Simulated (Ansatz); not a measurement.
La$_{2}$O$_{3}$:
```cif
data_La2O3
_chemical_formula_sum 'La2 O3'
_space_group_name_H-M_alt 'P 1'
_space_group_IT_number 1
_cell_length_a 3.90604
_cell_length_b 3.90604
_cell_length_c 6.04034
_cell_angle_alpha 90.000
_cell_angle_beta 90.000
_cell_angle_gamma 120.000
loop_
_space_group_symop_operation_xyz
  'x, y, z'
loop_
_atom_site_label
_atom_site_type_symbol
_atom_site_fract_x
_atom_site_fract_y
_atom_site_fract_z
_atom_site_occupancy
La1 La 0.33333 0.66667 0.24537 1
La2 La 0.66667 0.33333 0.75463 1
O1 O 0.00000 0.00000 0.00000 1
O2 O 0.33333 0.66667 0.64601 1
O3 O 0.66667 0.33333 0.35399 1
```

Relaxed with PBEsol. DFT-PBEsol in the program Ansatz with PAW potentials gives a gap of 3.77 eV.

Task: What gap does HSE06 give on the same cell (Ansatz, PAW)?

Result: 5.29 eV, 1.52 eV more. The hybrid was solved on a coarser mesh and at special points; its gap is the smallest among all of these.

```csv
k,v1 PBEsol,c1 PBEsol,v1 HSE06,c1 HSE06
Γ,-0.16,4.25,-0.14,6.15
A,-0.33,4.68,(withheld),(withheld)
K,-0.09,3.77,-0.11,5.29
H,-0.22,4.20,(withheld),(withheld)
M,-0.32,3.79,(withheld),(withheld)
L,-0.01,4.39,(withheld),(withheld)
```

Task: Top valence (v1) and lowest conduction level (c1) in eV from each method's valence maximum (which need not be a listed point): supply the withheld HSE06 values.

Result: 
- H, v1 HSE06: -0.24
- H, c1 HSE06: 5.91
- L, v1 HSE06: 0.00
- L, c1 HSE06: 6.29
- A, v1 HSE06: -0.34
- A, c1 HSE06: 6.64
- M, v1 HSE06: -0.35
- M, c1 HSE06: 5.40

Cost on shared cores: the PBEsol run (SCF on a 8×8×5 mesh, then bands and DOS) very roughly 23 core-seconds, the HSE06 run (SCF on 5×5×3, then a few points) roughly 100 core-seconds; the tasks are unlike.

Space group P-3m1 (La2O3 or Ni2Al3 type). The cell was relaxed with PBEsol under the symmetry of its start. Scalar-relativistic: spin–orbit coupling is off unless named, which matters more the heavier the elements.

Potentials: the later of the program's two PAW sets.
